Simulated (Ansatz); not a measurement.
## PrMo₂: start and end of a relaxation

A trial structure of PrMo₂ was built thus: random cell by space group and Wyckoff sites (P4/mmm, No. 123). Lengths were set from tabulated atomic sizes, so they are only a guess.

start:

Space group P4/mmm (No. 123). a = 3.754 Å, b = 3.754 Å, c = 5.348 Å, α = 90.00°, β = 90.00°, γ = 90.00°
```csv
atom,site,symmetry,x,y,z
Pr,1b,4/mmm,0.0000,0.0000,0.5000
Mo,1c,4/mmm,0.5000,0.5000,0.0000
Mo,1d,4/mmm,0.5000,0.5000,0.5000
```

Method: Ansatz 0.2.0, DFT PBE, scalar-relativistic, plane waves, PAW, and for the lanthanide a 4f-in-core norm-conserving potential. Cutoff 660 eV, Gaussian smearing, Γ-centred meshes. Cell and atoms relax first on a coarse mesh and then on a finer one. In between, the cell is made exact in the group found at 0.06 Å. In metals the finer mesh still leaves noise of several meV/atom or more. The steps can't lower the symmetry of their start. No spin polarisation.

end:

Space group P4/mmm (No. 123). a = 4.155 Å, b = 4.155 Å, c = 4.626 Å, α = 90.00°, β = 90.00°, γ = 90.00°
```csv
atom,site,symmetry,x,y,z
Pr,1b,4/mmm,0.0000,0.0000,0.5000
Mo,1c,4/mmm,0.5000,0.5000,0.0000
Mo,1d,4/mmm,0.5000,0.5000,0.5000
```

The symmetry stays P4/mmm (No. 123). The volume per atom grows by 6.0 %, from 25.1 to 26.6 Å³. The shortest distance goes from 2.65 Å (Pr–Mo) to 2.31 Å (Mo–Mo). The ratio c/a of the conventional cell changes by a factor of 0.78. The energy falls by about 0.48 eV/atom (the start's value is from the coarse mesh).

* Volume per atom: 26.62 Å³
* Density: 6.92 g/cm³
* Formation energy: +1.46 eV/atom
* Gap on the 12×12×10 mesh of the 3-atom cell: 0 eV (a metal)

Formation energies are uncorrected and refer to the elements' standard structures at the same level. It can't be a ground state, since the elements alone are lower.

The last run used Gaussian smearing of 0.10 eV. The cell is a metal run without spin, though a test with spin on the coarse mesh kept 0.4 μB a cell, so a magnetic state probably lies lower. Symmetry constrained the relaxation, so the result can be a saddle point. In all, the 3 runs took 4 min on 1 thread of Intel(R) Xeon(R) Processor @ 2.70GHz, on a shared host. Another cell of PrMo2 relaxed alike, in I4/mmm, lies 1.08 eV/atom lower, so this cell isn't the stable form at this level.

The lanthanide is trivalent by construction, without f bands, f moments or other valences. The reference runs of the other elements, and any phases without the lanthanide, used 420 eV, which shifts energies against them by under 10 meV/atom. The lanthanide's reference is the lowest of its hcp, dhcp and fcc cells.
